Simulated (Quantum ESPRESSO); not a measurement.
**Band energies of LaBi**

```xyz
2
Lattice="0.0000 3.3316 3.3316 3.3316 0.0000 3.3316 3.3316 3.3316 0.0000" Properties=species:S:1:pos:R:3 pbc="T T T"
La     3.3316     3.3316     3.3316
Bi     0.0000     0.0000     0.0000
```

PBEsol (pw.x of Quantum ESPRESSO, ONCV potentials, scalar-relativistic); path ΓXWKΓLUWLK,UX; energies in eV from the Fermi level.

| k (1/Å) | point | band 9 | band 10 | band 11 | band 12 | band 13 | band 14 | band 15 | band 16 |
|---|---|---|---|---|---|---|---|---|---|
| 0.00 | Γ | -16.47 | -10.44 | 0.18 | 0.18 | 0.18 | 1.16 | 1.16 | 1.16 |
| 0.42 |  | -16.50 | -10.07 | -2.03 | -0.33 | -0.33 | 0.39 | 1.70 | 1.71 |
| 0.94 | X | -16.55 | -10.03 | -1.66 | -0.35 | -0.35 | -0.24 | 1.75 | 1.79 |
| 1.41 | W | -16.55 | -9.83 | -1.77 | -1.49 | -1.49 | 1.46 | 1.46 | 1.78 |
| 1.75 | K | -16.51 | -9.84 | -1.90 | -1.61 | -1.03 | 0.90 | 1.72 | 1.73 |
| 2.05 |  | -16.45 | -9.71 | -2.67 | -1.47 | -1.34 | 1.56 | 1.62 | 1.66 |
| 2.55 |  | -16.47 | -10.32 | -0.72 | -0.33 | -0.12 | 1.17 | 1.23 | 1.40 |
| 2.75 | Γ | -16.47 | -10.44 | 0.18 | 0.18 | 0.18 | 1.16 | 1.16 | 1.16 |
| 2.95 |  | -16.47 | -10.31 | -0.72 | -0.28 | -0.28 | 1.15 | 1.31 | 1.31 |
| 3.46 |  | -16.45 | -9.55 | -3.16 | -1.57 | -1.57 | 1.49 | 1.70 | 1.77 |
| 3.56 | L | -16.45 | -9.51 | -3.25 | -1.62 | -1.62 | 1.53 | 1.71 | 1.73 |
| 3.91 |  | -16.47 | -9.68 | -2.64 | -1.55 | -1.36 | 1.37 | 1.66 | 1.70 |
| 4.14 | U | -16.51 | -9.84 | -1.90 | -1.61 | -1.03 | 0.90 | 1.71 | 1.72 |
| 4.48 | W | -16.55 | -9.83 | -1.77 | -1.49 | -1.49 | 1.46 | 1.46 | 1.82 |
| 4.95 |  | -16.46 | -9.57 | -3.05 | -1.58 | -1.54 | 1.51 | 1.67 | 1.72 |
| 5.14 | L | -16.45 | -9.51 | -3.25 | -1.62 | -1.62 | 1.53 | 1.71 | 1.72 |
| 5.31 |  | -16.45 | -9.55 | -3.10 | -1.59 | -1.55 | 1.51 | 1.68 | 1.72 |
| 5.72 | K | -16.51 | -9.84 | -1.90 | -1.61 | -1.03 | 0.90 | 1.71 | 1.72 |
| 5.72 | U | -16.51 | -9.84 | -1.90 | -1.61 | -1.03 | 0.90 | 1.71 | 1.72 |
| 6.05 | X | -16.55 | -10.03 | -1.66 | -0.35 | -0.35 | -0.24 | 1.74 | 1.78 |

A metal at this level: along this path bands 11, 12, 13, 14 cross the Fermi level.

Spin-orbit coupling is left out; for elements this heavy it splits bands near the Fermi level. The 4f states are in the valence at their DFT position.

Geometry of the Materials Project entry, not relaxed at this level.
